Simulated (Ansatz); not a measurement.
Here is the system:

TiB:
Space group Pnma (No. 62); a = 6.1047 Å, b = 3.0469 Å, c = 4.5553 Å, α = β = γ = 90.00°

```csv
atom,site,symmetry,x,y,z
Ti,4c,.m.,0.1776,0.2500,0.1224
B,4c,.m.,0.0301,0.2500,0.5997
```

This is the r²SCAN-relaxed structure.

### Question
All from DFT-r²SCAN in the program Ansatz with PAW potentials, unless another level is named. Give the electronic character.

### Answer
metallic (no gap).

### Question
Predict the formation energy from the elements (no fitted shifts).

### Answer
-893 meV/atom.

### Question
Give the density of states at the Fermi level.

### Answer
0.46 states/eV per atom (mean over ±0.08 eV).

The first step of the workflow began from a Materials Project structure, measured or hypothetical; the Crystallography Open Database files this formula in space group No. 62, but the cells were not matched. Whether it is the stable phase at ambient conditions was not checked. The r²SCAN relaxation kept the symmetry of its start; its stability against distortions is not shown here. The run is not spin-polarised. The references are the lowest solids computed at this level, not always the standard phases.

Potentials: the later of the program's two PAW sets.
